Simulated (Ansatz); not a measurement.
# Is this Yb3Zn structure a true minimum?

It was reached by relaxing an invented guess, and it needn't be the stable form of this composition.

Level of theory: DFT PBE, scalar-relativistic, plane waves, PAW (Ansatz). Settings: cutoff 420 eV, Γ-centred mesh 10×10×10 on the computed 4-atom cell, Gaussian smearing of 0.10 eV; no spin polarisation.

The cell below (4 atoms, space group Pm-3m (No. 221)) is relaxed within its symmetry.

```xyz
4
Lattice="4.8534 0.0000 0.0000 0.0000 4.8534 0.0000 0.0000 0.0000 4.8534" Properties=species:S:1:pos:R:3 pbc="T T T"
Yb    0.0000    2.4267    2.4267
Yb    2.4267    0.0000    2.4267
Yb    2.4267    2.4267    0.0000
Zn    0.0000    0.0000    0.0000
```

For the test a repeat of it with 8 atoms (edges 4.85, 4.85, 9.71 Å) was strained at random (σ = 1.5 % a component), the atoms were moved at random (σ = 0.05 Å), and all was relaxed again on a coarse 4×4×2 mesh (in the run’s order of axes) with 0.20 eV smearing, with no symmetry imposed.

The cell is a metal run without spin; a magnetic state may lie lower. The 4f shell of Yb is treated without a Hubbard U.

Problem. Is the structure stable against such a distortion?

Solution. It returns, within 1 meV/atom of the unmoved cell on that mesh and with the same symmetry when read at 0.1 Å (Pm at 0.01 Å, so small strains and shifts remain). So it is stable against the distortions that fit this cell and that this random move excites. Modes that don't fit the cell aren't tested.
